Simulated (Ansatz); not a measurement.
Input and steps of a relaxation of cell and atoms on a free-standing Janus 2H monolayer of SnOS (the PAW code Ansatz, LDA). It starts from the PBE minimum.

```yaml
crystal:
  lattice:
    - [3.3606340643, 0.0, 0.0]
    - [-1.6803170322, 2.9103944725, 0.0]
    - [0.0, 0.0, 29.5065667984]
  atoms:
    - { symbol: Sn, position: [0.3333333333, 0.6666666667, 0.311812945] }
    - { symbol: O, position: [0.6666666667, 0.3333333333, 0.3493563419] }
    - { symbol: S, position: [0.6666666667, 0.3333333333, 0.2538812571] }
  periodic: [true, true, false]
kpoints:
  mp_grid: { grid: [12, 12, 1] }
hamiltonian:
  xc: lda
scf:
  occupations: { method: fermi_dirac, width: 0.02 }
relax:
  f_tol: 0.005
  cell: {}
output:
  write_density: true
  write_potential: true
  elf: true
  volumetric_format: npy
```

The trajectory has 9 recorded frames, each with positions in Å and forces in eV/Å. Some frames, the last among them, repeat a geometry solved again on a basis re-selected at its cell; pressure is positive in compression.

Step 1: energy 0.0 meV/atom from step 1, largest force component 0.618 eV/Å
```xyz
3
Lattice="3.3606 0.0000 0.0000 -1.6803 2.9104 0.0000 0.0000 0.0000 29.5066" Properties=species:S:1:pos:R:3:forces:R:3 pbc="T T F"
Sn    0.0000    1.9403    9.2005    0.0000    0.0000    0.2272
O     1.6803    0.9701   10.3083    0.0000    0.0000   -0.6184
S     1.6803    0.9701    7.4912    0.0000    0.0000    0.3905
```

Step 2: energy -21.2 meV/atom from step 1, largest force component 0.269 eV/Å
```xyz
3
Lattice="3.2962 0.0000 0.0000 -1.6481 2.8546 0.0000 0.0000 0.0000 29.5066" Properties=species:S:1:pos:R:3:forces:R:3 pbc="T T F"
Sn    0.0000    1.9031    9.2031    0.0000    0.0000    0.1883
O     1.6481    0.9515   10.2745    0.0000    0.0000    0.0812
S     1.6481    0.9515    7.5224    0.0000    0.0000   -0.2694
```

Step 3: energy -21.9 meV/atom from step 1, largest force component 0.241 eV/Å
```xyz
3
Lattice="3.2731 0.0000 0.0000 -1.6366 2.8346 0.0000 0.0000 0.0000 29.5066" Properties=species:S:1:pos:R:3:forces:R:3 pbc="T T F"
Sn    0.0000    1.8897    9.2099    0.0000    0.0000    0.1271
O     1.6366    0.9449   10.2964    0.0000    0.0000   -0.2415
S     1.6366    0.9449    7.4937    0.0000    0.0000    0.1136
```

**Question.** Estimate where the relaxation ends.

**Answer.**
Step 4: energy -22.8 meV/atom from step 1, largest force component 0.083 eV/Å
```xyz
3
Lattice="3.2871 0.0000 0.0000 -1.6435 2.8467 0.0000 0.0000 0.0000 29.5066" Properties=species:S:1:pos:R:3:forces:R:3 pbc="T T F"
Sn    0.0000    1.8978    9.2109    0.0000    0.0000    0.0830
O     1.6435    0.9489   10.2838    0.0000    0.0000   -0.0562
S     1.6435    0.9489    7.5052    0.0000    0.0000   -0.0273
```

Step 5: energy -22.9 meV/atom from step 1, largest force component 0.024 eV/Å
```xyz
3
Lattice="3.2876 0.0000 0.0000 -1.6438 2.8472 0.0000 0.0000 0.0000 29.5066" Properties=species:S:1:pos:R:3:forces:R:3 pbc="T T F"
Sn    0.0000    1.8981    9.2159    0.0000    0.0000   -0.0242
O     1.6438    0.9491   10.2809    0.0000    0.0000    0.0080
S     1.6438    0.9491    7.5032    0.0000    0.0000    0.0157
```

Step 6: energy -22.9 meV/atom from step 1, largest force component 0.002 eV/Å
```xyz
3
Lattice="3.2877 0.0000 0.0000 -1.6439 2.8472 0.0000 0.0000 0.0000 29.5066" Properties=species:S:1:pos:R:3:forces:R:3 pbc="T T F"
Sn    0.0000    1.8982    9.2148    0.0000    0.0000    0.0020
O     1.6439    0.9491   10.2812    0.0000    0.0000   -0.0022
S     1.6439    0.9491    7.5040    0.0000    0.0000   -0.0004
```

Step 7: energy -21.3 meV/atom from step 1, largest force component 0.002 eV/Å
```xyz
3
Lattice="3.2877 0.0000 0.0000 -1.6439 2.8472 0.0000 0.0000 0.0000 29.5066" Properties=species:S:1:pos:R:3:forces:R:3 pbc="T T F"
Sn    0.0000    1.8982    9.2148    0.0000    0.0000    0.0022
O     1.6439    0.9491   10.2812    0.0000    0.0000   -0.0016
S     1.6439    0.9491    7.5040    0.0000    0.0000   -0.0013
```

Step 8: energy -21.3 meV/atom from step 1, largest force component 0.001 eV/Å
```xyz
3
Lattice="3.2862 0.0000 0.0000 -1.6431 2.8459 0.0000 0.0000 0.0000 29.5066" Properties=species:S:1:pos:R:3:forces:R:3 pbc="T T F"
Sn    0.0000    1.8973    9.2149    0.0000    0.0000   -0.0004
O     1.6431    0.9486   10.2814    0.0000    0.0000    0.0009
S     1.6431    0.9486    7.5038    0.0000    0.0000   -0.0012
```

Step 9: energy -21.3 meV/atom from step 1, largest force component 0.001 eV/Å
```xyz
3
Lattice="3.2862 0.0000 0.0000 -1.6431 2.8459 0.0000 0.0000 0.0000 29.5066" Properties=species:S:1:pos:R:3:forces:R:3 pbc="T T F"
Sn    0.0000    1.8973    9.2149    0.0000    0.0000   -0.0003
O     1.6431    0.9486   10.2814    0.0000    0.0000    0.0009
S     1.6431    0.9486    7.5038    0.0000    0.0000   -0.0012
```

In 7 steps the area changed by -4.4 %; between the first SCF and the last, each on a basis chosen for its cell, the energy fell by 21.3 meV an atom. At the end: in-plane lattice: a = 3.286 Å, b = 3.286 Å, γ = 120.0°; thickness between the outer nuclei 2.78 Å. Sn has 3 O at 2.18 Å and 3 S at 2.55 Å; O has 3 Sn at 2.18 Å; S has 3 Sn at 2.55 Å.

Run as `ansatz run input.yaml --threads 4 --pin off --max-ram 5529MiB --backend cpu --events-out ev --progress --plain --runs-dir out`. It took 36 s on 4 threads of Arm Neoverse N1, with other jobs on the host; peak host memory 0.53 GiB.

Values at 0 K without nuclear motion; spin polarisation is off, and the phase may be a hypothetical one.
